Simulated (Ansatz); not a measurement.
NbN (rock salt, Fm-3m) under volume change, plane-wave PAW LDA (Ansatz code), scaled uniformly.

```json
[
 {"V (Å³/atom)": "9.400", "E − E(relaxed) (meV/atom)": "108.2", "P (GPa)": "40.57"},
 {"V (Å³/atom)": "9.710", "E − E(relaxed) (meV/atom)": "45.4", "P (GPa)": "24.81"},
 {"V (Å³/atom)": "10.020", "E − E(relaxed) (meV/atom)": "10.7", "P (GPa)": "11.40"},
 {"V (Å³/atom)": "10.330", "E − E(relaxed) (meV/atom)": "0.0", "P (GPa)": "-0.01"},
 {"V (Å³/atom)": "10.640", "E − E(relaxed) (meV/atom)": "9.7", "P (GPa)": "-9.72"},
 {"V (Å³/atom)": "10.950", "E − E(relaxed) (meV/atom)": "36.7", "P (GPa)": "-17.98"},
 {"V (Å³/atom)": "11.260", "E − E(relaxed) (meV/atom)": "78.4", "P (GPa)": "-25.00"}
]
```

What does a third-order Birch–Murnaghan fit give for V₀, B₀ and B′?

V₀ = 10.33 Å³/atom, B₀ = 350 GPa, B′ = 4.4.

The LDA relaxation kept the symmetry of its start; of distortions, only those at the zone centre were tested. The run is not spin-polarised.

Potentials: the later of the program's two PAW sets.
